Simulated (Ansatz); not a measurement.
SrZrO3:
```yaml
crystal:
  lattice:
    - [4.07339, 0.00000, 0.00000]
    - [0.00000, 4.07339, 0.00000]
    - [0.00000, 0.00000, 4.16333]
  atoms:
    - { symbol: Sr, position: [0.50000, 0.50000, 0.55627] }
    - { symbol: Zr, position: [0.00000, 0.00000, 0.00555] }
    - { symbol: O, position: [0.00000, 0.00000, 0.48342] }
    - { symbol: O, position: [0.50000, 0.00000, 0.94939] }
    - { symbol: O, position: [0.00000, 0.50000, 0.94939] }
```

Cartesian axes are those of the cell as given.

Question: Give the proper piezoelectric stress tensor with relaxed ions from plane-wave PAW LDA (Ansatz code).

Answer: In C/m², rows x, y, z, Voigt columns; mesh uncertainty up to 0.01.
```
 0.00   0.00   0.00   0.00   3.80   0.00
 0.00   0.00   0.00   3.80   0.00   0.00
-0.51  -0.51   4.08   0.00   0.00   0.00
```

The elastic tensor of the same run (GPa):

```
      1     2    3     4     5     6
-  ----  ----  ---  ----  ----  ----
1   294  90.3  102   0.0   0.0   0.0
2  90.3   294  102   0.0   0.0   0.0
3   102   102  233   0.0   0.0   0.0
4   0.0   0.0  0.0  50.2   0.0   0.0
5   0.0   0.0  0.0   0.0  50.2   0.0
6   0.0   0.0  0.0   0.0   0.0  77.3
```

Question: Convert to strain constants d = e·S.

Answer: In pC/N:
```
 0.0   0.0   0.0   0.0  75.6   0.0
 0.0   0.0   0.0  75.6   0.0   0.0
-7.8  -7.8  24.3   0.0   0.0   0.0
```

Space group P4mm. The workflow started from a Materials Project entry (that database holds measured and hypothetical structures alike); the Crystallography Open Database copy checked does not list it. COD files the formula under space group No. 62, 63, 221, so this cell is another polymorph or a model. Whether it is the stable phase at ambient conditions was not checked. The cell was relaxed with LDA under the symmetry of its start. At this level the phase is dynamically unstable (imaginary phonons). The run is not spin-polarised.

Potentials: the later of the program's two PAW sets.
